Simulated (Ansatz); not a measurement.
A geometry of AlNi away from equilibrium: the start of the relaxation of a relaxed AlNi cell, doubled along one cell vector, shaken by Gaussian noise of σ = 0.08 Å a coordinate. These are PBEsol (plane waves to 420 eV, PAW, scalar-relativistic; Ansatz, a program for electronic structure) values and carry that method's errors. Γ-centred k-mesh 4×7×7 on the run's cell (coarser than for final values), Fermi–Dirac smearing 0.05 eV.

```xyz
12
Lattice="9.0127 0.0000 0.0000 0.0000 4.5064 0.0000 0.0000 0.0000 4.8166" Properties=species:S:1:pos:R:3:forces:R:3 pbc="T T T" free_energy=-37968.969 pressure_GPa=1.8
Al     2.3183     2.2697     2.3009    0.2358    0.6415    0.3308
Al     6.5338     2.2108     2.3021   -1.0080    0.0727    0.6994
Al    -0.0455     0.0731     0.0070    1.0995   -2.8864   -0.1050
Al     4.5847     0.1286     0.0273   -1.0291   -1.7411    0.7032
Al     2.2287     2.0366    -0.0757    0.0696    0.6668   -0.8424
Al     6.9483     2.1665    -0.0546   -3.3467    2.2426   -0.6953
Ni     2.2508    -0.1285     0.0662    0.2170   -1.6455    0.5362
Ni     6.7839     0.0684    -0.0900   -0.4036   -1.9111   -0.3759
Ni    -0.0918     2.1267    -0.0486    3.5116    2.7759   -0.0471
Ni     4.5568     2.2388    -0.0774    0.4260    2.2075   -0.2862
Ni     0.0101    -0.0669     2.3674    0.1026   -0.0824    0.2679
Ni     4.5448    -0.1212     2.5105    0.1254   -0.3404   -0.1856
```

Positions in Å, forces in eV/Å, free energy of the cell in eV (comparable only within this code, potentials and settings). Largest force: 4.48 eV/Å, on Ni9 (atoms numbered as listed); the geometry lies 1.21 eV/atom above the end of its relaxation.

No spin polarisation in the result. A magnetic state may lie lower.

The end of the path is a generated cell of AlNi: the first start was made by a random draw of sites in a space group, and the end was not matched to a known phase here, so it may be hypothetical. Known forms of AlNi include space group No. 221.
